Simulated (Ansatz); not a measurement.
Level of theory: DFT PBE, scalar-relativistic, plane waves, PAW in Ansatz. Settings: cutoff 420 eV, Γ-centred meshes spaced at most about 0.3 Å⁻¹, and about 0.25 Å⁻¹ or finer for metals (2π included), Gaussian smearing. No spin polarisation in the final relaxations.

These are static total energies at zero pressure. All come from trial cells, and lower structures may exist.

Problem. Order these relaxed structures of In₄Ge by energy, lowest first, with the energy over the lowest of them.
A.

```
CELL_PARAMETERS angstrom
-3.34592 3.34592 3.34592
3.34592 -3.34592 3.34592
3.34592 3.34592 -3.34592
ATOMIC_POSITIONS crystal
In 0.00000 0.00000 0.50000
In 0.50000 0.00000 0.00000
In 0.50000 0.50000 0.50000
In 0.00000 0.50000 0.00000
Ge 0.00000 0.00000 0.00000
```

B.

```
CELL_PARAMETERS angstrom
5.46052 0.00000 0.00000
0.00000 5.46052 0.00000
0.00000 0.00000 5.46052
ATOMIC_POSITIONS crystal
In 0.50000 0.50000 0.50000
In 0.50000 0.00000 0.00000
In 0.00000 0.50000 0.00000
In 0.00000 0.00000 0.50000
Ge 0.00000 0.00000 0.00000
```

Solution. A (0 meV/atom), B (123 meV/atom). Forms: A Im-3m; B Pm-3m. Counting In atoms around Ge (those within 1.25 times the shortest such distance or 1.15 times the sum of covalent radii, 1.27 where that leaves under three): A has Ge 8; B has Ge 6. Even the lowest lies +0.21 eV/atom against the elements.

Cells relaxed within their symmetry can be saddle points. Some candidate types were left out of the draw beforehand, so a known form may be missing.
